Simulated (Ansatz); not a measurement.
The start is a generated cell, Bi placed in the graphite structure type. A full variable-cell relaxation at zero pressure is run with PBEsol (plane waves to 420 eV, PAW, scalar-relativistic; Ansatz, a program for electronic structure). The first steps use a coarse 8×8×3 k-mesh.

Input geometry:
```yaml
crystal:
  lattice:
    - [4.87943, 0.00000, 0.00000]
    - [-2.43971, 4.22571, 0.00000]
    - [0.00000, 0.00000, 13.28971]
  atoms:
    - { symbol: Bi, position: [0.00000, 0.00000, 0.25000] }
    - { symbol: Bi, position: [0.00000, 0.00000, 0.75000] }
    - { symbol: Bi, position: [0.33333, 0.66667, 0.25000] }
    - { symbol: Bi, position: [0.66667, 0.33333, 0.75000] }
```

Task: By how much does the energy per atom fall from start to end?

Result: 0.47 to 0.49 eV/atom (the two k-meshes of the run give this range).

Task: How does the volume change?

Result: -43.4 %, from 68.51 to 38.76 Å³/atom.

Task: How do the shortest distances between atoms change?

Result: The closest pairs of elements (up to four, under 3.6 Å), start → end: Bi–Bi 2.82 → 3.08 Å.

Task: What band gap does the relaxed structure have at this level?

Result: Zero (metallic).

Task: Write out the relaxed structure.

Result: 
```cif
data_Bi4
_chemical_formula_sum 'Bi4'
_space_group_name_H-M_alt 'P63/mmc'
_space_group_IT_number 194
_space_group_name_Hall '-P 6c 2c'
_cell_length_a 5.33057
_cell_length_b 5.33057
_cell_length_c 6.30084
_cell_angle_alpha 90.000
_cell_angle_beta 90.000
_cell_angle_gamma 120.000
loop_
_atom_site_label
_atom_site_type_symbol
_atom_site_symmetry_multiplicity
_atom_site_Wyckoff_symbol
_atom_site_fract_x
_atom_site_fract_y
_atom_site_fract_z
_atom_site_occupancy
Bi1 Bi 2 b 0.00000 0.00000 0.25000 1
Bi2 Bi 2 d 0.66667 0.33333 0.25000 1
```

The space group stays P6₃/mmc (No. 194) (the run could not lower it), with 4 atoms in the primitive cell. Final values are on a 10×10×8 k-mesh of the relaxed cell. No spin polarisation in the result.

The run could not lose the symmetry of its start: the end is stationary, and may be a saddle point rather than a minimum.

All atoms sit on sites fixed by symmetry, so only the cell could relax.

The relaxed structure here is a generated cell of Bi: the first start was made by placing the elements on the sites of a structure type, and the end was not matched to a known phase here, so it may be hypothetical. Known forms of Bi include space group No. 166.
